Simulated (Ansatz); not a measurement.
Cu Kα1 powder pattern (kinematic, no thermal factors).
| 2θ (°) | relative intensity |
| --- | --- |
| 13.78 | 2 |
| 15.93 | 100 |
| 22.59 | 33 |
| 27.77 | 2 |
| 32.17 | 24 |
| 36.09 | 35 |
| 39.67 | 10 |
| 46.13 | 12 |
| 49.11 | 16 |
| 51.96 | 12 |
| 54.70 | 4 |
| 57.35 | 3 |
| 59.93 | 10 |
| 62.44 | 10 |
| 67.30 | 2 |
| 69.66 | 8 |
| 71.99 | 4 |
| 74.29 | 3 |
| 76.56 | 4 |
| 78.81 | 4 |
| 81.05 | 3 |
| 85.47 | 2 |
| 87.68 | 4 |
| 89.88 | 5 |

The pattern is computed from a structure relaxed with Ansatz 0.2.0, DFT PBE, scalar-relativistic, plane waves, PAW. Collinear spin, ending at 1.0 μB a primitive cell. Its elements are C, N, Ru, Y.

Give the structure.

YRuC6N6.
Space group Fm-3m (No. 225). a = 11.121 Å, b = 11.121 Å, c = 11.121 Å, α = 90.00°, β = 90.00°, γ = 90.00°
```csv
atom,site,symmetry,x,y,z
Y,4b,m-3m,0.5000,0.0000,0.0000
Ru,4a,m-3m,0.0000,0.0000,0.0000
C,24e,4m.m,0.1823,0.0000,0.0000
N,24e,4m.m,0.2876,0.0000,0.0000
```

A pattern alone doesn't exclude other cells with like lines; this is the one computed.

It was reached by relaxing an invented guess, and it needn't be the stable form of this composition.
